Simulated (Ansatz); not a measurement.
Cu3Pd (Cu3Au type, Pm-3m), a = b = c = 3.6548 Å, α = β = γ = 90.00°.

This is the PBEsol-relaxed structure.

Q: All from plane-wave PAW PBEsol (Ansatz code), unless another level is named. Predict the density of states at the Fermi level.

A: 0.49 states/eV per atom (mean over ±0.08 eV).

Q: Next, the formation energy from the elements (no fitted shifts)?

A: -0.093 eV/atom.

Q: Predict the gap with spin–orbit coupling.

A: none (metallic).

The workflow started from an entry of the Crystallography Open Database (COD), which files this formula under 3 space groups. Its standing as an ambient phase is unchecked. The PBEsol relaxation kept the symmetry of its start; of distortions, only those at the zone centre were tested. The run is not spin-polarised. The references are the lowest solids computed at this level, not always the standard phases. Spin–orbit coupling is left out wherever it is not named.

Potentials: the later of the program's two PAW sets.
